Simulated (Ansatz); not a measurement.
Notes on EuIn8Ag4

```
CELL_PARAMETERS angstrom
-0.01342 0.02422 5.69453
4.99204 -5.10335 2.81521
4.93497 5.03285 -2.83806
ATOMIC_POSITIONS crystal
Eu 0.95547 0.00797 0.98682
Ag 0.51799 0.00681 0.49385
Ag 0.52208 0.49480 0.04886
Ag 0.05184 0.98470 0.51525
Ag 0.99888 0.50937 0.96358
In 0.95396 0.30799 0.34787
In 0.37515 0.60664 0.34952
In 0.96016 0.63091 0.64922
In 0.66283 0.34508 0.64877
In 0.47917 0.79644 0.78581
In 0.29439 0.19546 0.76837
In 0.48084 0.18084 0.20233
In 0.70019 0.79402 0.17807
```

Level: PBE, no spin polarisation; 420 eV; 4×3×3 Γ-centred mesh; fermi-dirac occupations (width 0.1 eV); Ansatz 0.2.0, fixed geometry.

**Forces.** The largest is on Ag4: 2.18 eV/Å, components (-1.47, -0.25, -1.59). It makes 121° with the line to a nearest neighbour, In10 at 2.62 Å.
**Electronic structure.** It is a metal, with about 28 states/eV a cell as the mean within 0.25 eV of the Fermi level, mostly Eu f (86 %).
**Charges.** Bader charges in e: Eu +1.21, In -0.01 to +0.13, Ag -0.39. In the mean Eu gives up most and Ag takes most.
**Stress.** The pressure is 7.1 GPa (compression positive), so with the atoms held at these fractions the cell would first expand; the forces are large, so a full relaxation may end otherwise. The principal stresses 5.5, 6.5, 9.2 GPa differ, so its shape would change too.

Origin: a strained cell with displaced atoms, so it need not be a known compound. Caveats: no spin polarisation, so a magnetic state may lie lower; open f shell without moments; the k mesh is coarse if the cell is a metal; atoms or cell far from equilibrium.
